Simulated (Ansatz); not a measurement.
How the functional moves the response of NbRh (P4/mmm) (r²SCAN, PBEsol)

```xyz
2
Lattice="2.8499 0.0000 0.0000 0.0000 2.8499 0.0000 0.0000 0.0000 3.8505" Properties=species:S:1:pos:R:3 pbc="T T T"
Nb    0.0000    0.0000    0.0000
Rh    1.4250    1.4250    1.9253
```

This cell (15.64 Å³ an atom) was relaxed by PAW under r²SCAN, and each functional gets its own cell relaxed so. Quantity: elastic moduli (Hill averages, relaxed ions; θ_D from sound speeds over directions).

Runs: (1) r²SCAN, PAW on Ansatz 0.2.0's default frozen-core files (fitted under PBE), scalar-relativistic; k mesh 14×14×12, strains of ±0.005, Fermi-Dirac smearing of 0.100 eV, cutoff 500 eV. (2) PBEsol, PAW on Ansatz 0.2.0's default frozen-core files (fitted under PBE), scalar-relativistic; k mesh 16×16×12, strains of ±0.008, Fermi-Dirac smearing of 0.050 eV, cutoff 420 eV.

Under r²SCAN: B = 235 GPa, G = 76.9 GPa, C11 = 373 GPa, C33 = 376 GPa, C44 = 104 GPa, ν = 0.352, θ_D = 361 K.

Question: Which way does PBEsol move the volume, and by how much?

Answer: a = 2.830, c = 3.826 Å, 15.33 Å³ an atom: 2.0 % smaller.

Question: What does PBEsol give for these quantities?

Answer: 

```tsv
quantity	r²SCAN	PBEsol	change
B	235 GPa	243 GPa	+4 %
G	76.9 GPa	85.9 GPa	+12 %
C11	373 GPa	382 GPa	+2 %
C33	376 GPa	406 GPa	+8 %
C44	104 GPa	114 GPa	+9 %
ν	0.352	0.342	-3 %
θ_D	361 K	381 K	+5 %
```

Keep in mind: frozen-core PAW files fitted under PBE, their cores solved anew for the functional of the run; responses of metals move with mesh and smearing; the softest shear constant rests on one k mesh, and a soft shear can herald a distortion on cooling; elastic stability says nothing of phonons or of other phases.
